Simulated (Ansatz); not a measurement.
# Eigenvalues along a path: ScPd

```
Sc Pd
1.0
     2.52841    0.00000    0.00000
     0.00000    2.52841    0.00000
     0.00000    0.00000    2.52841
Sc Pd
1 1
Cartesian
  1.2642 1.2642 1.2642
  0.0000 0.0000 0.0000
```

The base volume is that of a database entry, with shape and atoms relaxed on PAW files at held volume, so it needn't be at zero pressure; the structure needn't be the stable phase, at rest or compressed.

Computed with Ansatz 0.2.0; functional PBEsol, scalar-relativistic. Settings: a Γ-centred 11×11×11 k mesh, Fermi–Dirac smearing of 0.05 eV, no spin polarisation. Methods: LAPW: all electrons, basis error target 1 meV/atom.

This run: volume at 0.45 of the series' base cell.

Path points, in fractions of the reciprocal vectors: Γ (0.000, 0.000, 0.000), X (0.000, 0.500, 0.000), M (0.500, 0.500, 0.000), R (0.500, 0.500, 0.500). The distance column jumps between branches of the path. Levels in eV from the Fermi level; bands 21 to 30, counted from the lowest band of the run. The gap is zero, the pressure 450.6 GPa.

```
# k(1/Å) point b21 b22 b23 b24 b25 b26 b27 b28 b29 b30
0.000 Γ -12.90 -12.90 -8.73 -6.68 -6.68 -6.68 1.34 1.34 6.70 6.70
0.207 - -12.80 -12.59 -8.44 -6.69 -6.69 -6.62 0.98 1.48 6.06 6.06
0.414 - -12.51 -11.72 -7.63 -6.71 -6.71 -6.46 0.05 1.90 4.66 4.66
0.621 - -12.06 -10.46 -6.71 -6.71 -6.53 -6.22 -1.18 2.46 3.16 3.16
0.828 - -11.53 -9.07 -6.66 -6.66 -5.96 -5.34 -2.40 1.89 1.89 2.87
1.035 - -11.06 -7.96 -6.59 -6.59 -5.75 -4.29 -3.33 1.04 1.04 2.73
1.243 X -10.87 -7.53 -6.55 -6.55 -5.67 -3.81 -3.69 0.74 0.74 2.47
1.450 - -10.77 -7.52 -7.17 -6.78 -6.09 -3.33 -3.06 0.23 1.30 3.15
1.657 - -10.66 -8.25 -7.36 -7.32 -6.99 -2.19 -1.72 -0.43 2.62 4.22
1.864 - -10.83 -9.25 -8.09 -7.94 -6.57 -0.82 -0.49 -0.27 4.17 5.00
2.071 - -11.23 -10.04 -8.75 -8.71 -5.36 -0.91 1.08 1.52 5.14 5.60
2.278 - -11.59 -10.53 -9.20 -9.20 -4.21 -0.71 2.20 3.35 4.64 6.62
2.485 M -11.73 -10.70 -9.36 -9.36 -3.73 -0.51 2.67 4.22 4.22 6.99
2.778 - -11.47 -10.37 -9.21 -8.87 -4.62 -1.05 1.94 3.69 3.71 6.05
3.071 - -11.00 -9.58 -8.77 -7.60 -6.65 -2.23 0.99 2.05 2.81 4.09
3.364 - -11.07 -8.94 -8.69 -8.13 -6.26 -3.65 0.29 1.45 2.04 2.68
3.656 - -11.84 -10.97 -7.95 -7.44 -5.92 -5.64 0.31 1.58 3.07 3.21
3.949 - -12.60 -12.39 -8.21 -6.89 -6.66 -6.40 0.93 1.38 5.32 5.46
4.242 Γ -12.90 -12.90 -8.73 -6.68 -6.68 -6.68 1.34 1.34 6.70 6.70
4.601 - -12.30 -12.30 -8.00 -6.91 -6.91 -6.10 1.11 1.11 4.34 6.02
4.960 - -10.75 -10.75 -7.46 -7.46 -7.24 -5.03 1.12 1.12 2.42 4.61
5.318 - -9.03 -9.03 -8.37 -7.73 -7.73 -4.41 1.90 1.90 3.22 3.22
5.677 - -9.36 -8.22 -8.22 -6.73 -6.73 -3.41 0.76 0.76 4.42 4.42
6.036 - -8.41 -7.53 -7.53 -5.38 -5.38 -3.19 -1.45 -1.45 6.45 6.45
6.394 R -7.15 -7.15 -7.15 -3.77 -3.77 -3.77 -3.57 -3.57 7.32 7.32
6.687 - -7.95 -7.77 -7.21 -5.66 -4.61 -2.89 -2.40 -1.69 6.48 7.01
6.980 - -9.06 -8.78 -7.46 -7.32 -5.33 -1.59 -1.26 -0.09 4.44 6.34
7.273 - -9.51 -9.13 -8.92 -7.38 -5.99 -1.06 -0.42 0.81 1.87 5.83
7.566 - -10.00 -8.97 -8.49 -7.26 -6.49 -1.60 -0.68 0.14 1.00 5.38
7.859 - -10.65 -7.63 -7.62 -6.88 -6.32 -2.83 -2.76 0.50 0.84 3.96
8.151 X -10.87 -7.53 -6.55 -6.55 -5.67 -3.81 -3.69 0.74 0.74 2.47
9.909 R -7.15 -7.15 -7.15 -3.77 -3.77 -3.77 -3.57 -3.57 7.32 7.32
10.116 - -7.47 -7.47 -7.35 -5.48 -3.58 -3.24 -3.24 -2.22 6.78 7.29
10.323 - -8.07 -8.07 -7.92 -7.39 -3.61 -2.00 -2.00 -1.28 5.60 7.24
10.530 - -9.15 -8.76 -8.63 -8.63 -3.65 -0.79 -0.42 -0.42 4.38 7.16
10.737 - -10.53 -9.68 -9.04 -9.04 -3.69 -0.58 1.34 1.34 3.43 7.08
10.944 - -11.42 -10.41 -9.28 -9.28 -3.72 -0.52 2.86 3.13 3.13 7.03
11.151 M -11.73 -10.70 -9.36 -9.36 -3.73 -0.51 2.67 4.22 4.22 6.99
```
